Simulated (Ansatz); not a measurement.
Input and command of a plane-wave DFT calculation in Ansatz:

```yaml
crystal:
  lattice:
    - [-1.7917685777, 1.7917685777, 3.9620093543]
    - [1.7917685777, -1.7917685777, 3.9620093543]
    - [1.7917685777, 1.7917685777, -3.9620093543]
  atoms:
    - { symbol: Li, position: [0.0, 0.0, 0.0] }
    - { symbol: Ga, position: [0.6714850512, 0.6714850512, 0.0] }
    - { symbol: Ga, position: [0.3285149488, 0.3285149488, 0.0] }
basis:
  ecutwfc: 420
kpoints:
  mp_grid: { grid: [18, 18, 18] }
hamiltonian:
  xc: pbe
scf:
  occupations: { method: gaussian, width: 0.1 }
output:
  forces: true
  stress: true
  eigenvalues: true
relax:
  adjacent_minimum: "off"
  f_tol: 0.01
  max_steps: 80
  cell: { stress_tol: 0.05 }
```

```bash
ansatz run input.yaml --threads 1 --pin off --max-ram 2560MiB --backend cpu --events-out ev --progress --plain --runs-dir out
```

Processor: Intel(R) Xeon(R) Platinum 8259CL CPU @ 2.50GHz (Skylake/Cascade Lake), 1 thread, on a host shared with other jobs.

Q: Estimate time, memory and problem size.

A: About 53 s on 1 thread of Intel(R) Xeon(R) Platinum 8259CL CPU @ 2.50GHz (Skylake/Cascade Lake), on a shared host, peak memory 0.73 GiB. It solves 19 bands at 480 k points (the mesh reduced by the symmetry that the task leaves, which can be less than the crystal's) with about 997 plane waves (on the last cell), in 12 SCF iterations over 2 ionic steps.
